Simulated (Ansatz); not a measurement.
Input and command of a plane-wave DFT calculation in Ansatz:

```yaml
crystal:
  lattice:
    - [0.0, 2.164, 2.13154]
    - [2.164, 0.0, 2.13154]
    - [2.164, 2.164, 0.0]
  atoms:
    - { symbol: Ti, position: [0.0, 0.0, 0.0] }
    - { symbol: C, position: [0.5, 0.5, 0.5] }
basis:
  ecutwfc: 500
kpoints:
  mp_grid: { grid: [18, 18, 18] }
hamiltonian:
  xc: r2scan
scf:
  occupations: { method: gaussian, width: 0.15 }
output:
  forces: true
  stress: true
  eigenvalues: true
```

```bash
ansatz run input.yaml --threads 1 --pin off --max-ram 2560MiB --backend cpu --events-out ev --progress --plain --runs-dir out
```

Processor: Intel(R) Xeon(R) Processor @ 2.70GHz, 1 thread, on a host shared with other jobs.

**Question.** How long does it run, and how much memory does it take?

**Answer.** About 13 s on 1 thread of Intel(R) Xeon(R) Processor @ 2.70GHz, on a shared host, peak memory 0.51 GiB. It solves 12 bands at 480 k points (the mesh reduced by symmetry) with about 531 plane waves, in 7 SCF iterations.
